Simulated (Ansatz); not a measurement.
## Ti4AlGe7, first-principles data

Ti4AlGe7:
```yaml
crystal:
  lattice:
    - [-1.83351, 1.83351, 14.20193]
    - [1.83351, -1.83351, 14.20193]
    - [1.83351, 1.83351, -14.20193]
  atoms:
    - { symbol: Ti, position: [0.82464, 0.82464, 0.00000] }
    - { symbol: Ti, position: [0.17536, 0.17536, 0.00000] }
    - { symbol: Ti, position: [0.07261, 0.57261, 0.50000] }
    - { symbol: Ti, position: [0.42739, 0.92739, 0.50000] }
    - { symbol: Al, position: [0.25000, 0.75000, 0.50000] }
    - { symbol: Ge, position: [0.65984, 0.65984, 0.00000] }
    - { symbol: Ge, position: [0.34016, 0.34016, 0.00000] }
    - { symbol: Ge, position: [0.90415, 0.40415, 0.50000] }
    - { symbol: Ge, position: [0.59585, 0.09585, 0.50000] }
    - { symbol: Ge, position: [0.50000, 0.50000, 0.00000] }
    - { symbol: Ge, position: [0.75000, 0.25000, 0.50000] }
    - { symbol: Ge, position: [0.00000, 0.00000, 0.00000] }
```

Space group I-4m2 (No. 119); conventional cell a = b = 3.6670 Å, c = 28.4039 Å, α = β = γ = 90.00°.

Method: r²SCAN (plane waves, PAW; program Ansatz). The cell and atoms are relaxed at this level. Other levels are named where they apply.

Cell and energy:

- Volume per atom: 15.91 Å³
- Density: 6.32 g/cm³
- Formation energy from the elements (no fitted shifts): -0.45 eV/atom

Electronic structure:

Electronic character: metallic (no gap)
Density of states at the Fermi level: 0.22 states/eV per atom (mean over ±0.08 eV)

The workflow started from a Materials Project entry (that database holds measured and hypothetical structures alike); the Crystallography Open Database copy checked does not list it. With Al and Ge taken as one species the cell has the higher symmetry I4_1/amd, so it may be an ordered model of a mixed-site phase. Whether it is the stable phase at ambient conditions was not checked. The r²SCAN relaxation kept the symmetry of its start; its stability against distortions is not shown here. No spin polarisation was allowed. The references are the lowest solids computed at this level, not always the standard phases. Scalar-relativistic: spin–orbit coupling is off unless named, which matters more the heavier the elements.

Potentials: the later of the program's two PAW sets.
